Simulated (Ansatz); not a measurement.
Consider a crystal of Li₂VRuC₆N₆ in space group Fm-3m (No. 225), with Li on 8c; V on 4a; Ru on 4b; C on 24e; N on 24e. Recipe of this trial structure of Li₂VRuC₆N₆: cyanide-bridged rock-salt net of two metals, 2 guest cations a cell.

The calculation used DFT PBE, scalar-relativistic, plane waves, PAW (Ansatz 0.2.0). Cutoff 420 eV, Γ-centred mesh, Gaussian smearing, collinear spin.

Energies over the elements count from the elements' standard structures at the same level (N₂ as a molecule), with no fitted energy shifts.

Task: Give the relaxed lattice parameters and positions.

Result:

Space group Fm-3m (No. 225). a = 10.510 Å, b = 10.510 Å, c = 10.510 Å, α = 90.00°, β = 90.00°, γ = 90.00°
| atom | site | symmetry | x | y | z |
| --- | --- | --- | --- | --- | --- |
| Li | 8c | -43m | 0.2500 | 0.7500 | 0.7500 |
| V | 4a | m-3m | 0.0000 | 0.0000 | 0.0000 |
| Ru | 4b | m-3m | 0.5000 | 0.0000 | 0.0000 |
| C | 24e | 4m.m | 0.1981 | 0.0000 | 0.0000 |
| N | 24e | 4m.m | 0.3103 | 0.0000 | 0.0000 |

Li is surrounded by 12 C at 3.76 Å and 12 N at 3.77 Å (long against covalent radii, as for large ions); V is surrounded by 6 C at 2.08 Å; Ru is surrounded by 6 N at 1.99 Å; C has 1 N at 1.18 Å, 1 V at 2.08 Å, 4 C at 2.94 Å, 1 Ru at 3.17 Å, 4 N at 3.75 Å, 4 Li at 3.76 Å and 4 N at 3.87 Å; N has 1 C at 1.18 Å, 1 Ru at 1.99 Å, 4 N at 2.82 Å, 1 V at 3.26 Å, 4 C at 3.75 Å, 4 Li at 3.77 Å and 4 C at 3.87 Å. Another local minimum with the same sites may exist.

Task: And its energy and gap?

Result: The formation energy is +0.179 eV/atom, the gap on the 6×6×6 mesh of the 16-atom cell is 0.45 eV and the net moment per atom is 0.19 μB. The moment by site is V 1.5; Ru 0.1 μB. The separate elements lie lower, so it is unstable against them.

The last run used collinear spin and Gaussian smearing of 0.02 eV. Kohn–Sham gaps at this level usually fall short of measured ones. The reference form of C is held partly by dispersion forces, which this level lacks. The magnetic state reached may not be the lowest. A structure relaxed within its symmetry needn't be a true minimum. Site moments count only spheres around the atoms; the net moment includes the space between them.
